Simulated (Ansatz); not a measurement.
SnS2 (CdI2 type)

```yaml
crystal:
  lattice:
    - [3.62607, 0.00000, 0.00000]
    - [-1.81304, 3.14027, 0.00000]
    - [0.00000, 0.00000, 5.57286]
  atoms:
    - { symbol: Sn, position: [0.00000, 0.00000, 0.00000] }
    - { symbol: S, position: [0.33333, 0.66667, 0.26445] }
    - { symbol: S, position: [0.66667, 0.33333, 0.73555] }
```

The slice is a (-1 1 0 2) plane (indices of the conventional cell) through the point (0.333, 0.667, 0.265) (fractional), spanned by u = [110] and v = [1 -1 1] in vectors of this cell: u (3.63 Å) and v (8.40 Å, at 90° to u). It covers one period; positions are fractions (u, v).

Computed with PBEsol-D3(BJ) (plane waves to 420 eV, PAW, scalar-relativistic; Ansatz, a first-principles code). k mesh 11×11×6. These are valence fields of a PAW run, semicore shells included where kept as valence: close to a nucleus they are smooth pseudo fields. SnS2 was relaxed with its symmetry unable to fall.

Question: Sketch the density of the lowest conduction band (whole band as if filled, smooth part) on this plane as a map.

Answer: 
| v \ u | 0.00 | 0.08 | 0.17 | 0.25 | 0.33 | 0.42 | 0.50 | 0.58 | 0.67 | 0.75 | 0.83 | 0.92 |
|---|---|---|---|---|---|---|---|---|---|---|---|---|
| 0.96 | 0.090 | 0.145 | 0.148 | 0.077 | 0.031 | 0.015 | 0.011 | 0.015 | 0.031 | 0.077 | 0.148 | 0.145 |
| 0.86 | 0.011 | 0.012 | 0.013 | 0.011 | 0.009 | 0.008 | 0.008 | 0.008 | 0.009 | 0.011 | 0.013 | 0.012 |
| 0.75 | 0.114 | 0.123 | 0.116 | 0.070 | 0.028 | 0.010 | 0.007 | 0.010 | 0.028 | 0.070 | 0.116 | 0.123 |
| 0.64 | 0.115 | 0.123 | 0.113 | 0.066 | 0.025 | 0.009 | 0.007 | 0.009 | 0.025 | 0.066 | 0.113 | 0.123 |
| 0.54 | 0.008 | 0.010 | 0.013 | 0.013 | 0.011 | 0.011 | 0.011 | 0.011 | 0.011 | 0.013 | 0.013 | 0.010 |
| 0.43 | 0.118 | 0.131 | 0.112 | 0.066 | 0.033 | 0.017 | 0.013 | 0.017 | 0.033 | 0.066 | 0.112 | 0.131 |
| 0.32 | 0.030 | 0.037 | 0.040 | 0.029 | 0.017 | 0.010 | 0.008 | 0.010 | 0.017 | 0.029 | 0.040 | 0.037 |
| 0.21 | 0.011 | 0.010 | 0.009 | 0.007 | 0.006 | 0.005 | 0.005 | 0.005 | 0.006 | 0.007 | 0.009 | 0.010 |
| 0.11 | 0.084 | 0.072 | 0.046 | 0.024 | 0.011 | 0.006 | 0.005 | 0.006 | 0.011 | 0.024 | 0.046 | 0.072 |
| 0.00 | 0.009 | 0.104 | 0.148 | 0.079 | 0.031 | 0.013 | 0.010 | 0.013 | 0.031 | 0.079 | 0.148 | 0.104 |

Values: density of the lowest conduction band (whole band as if filled, smooth part) in e/Å³.
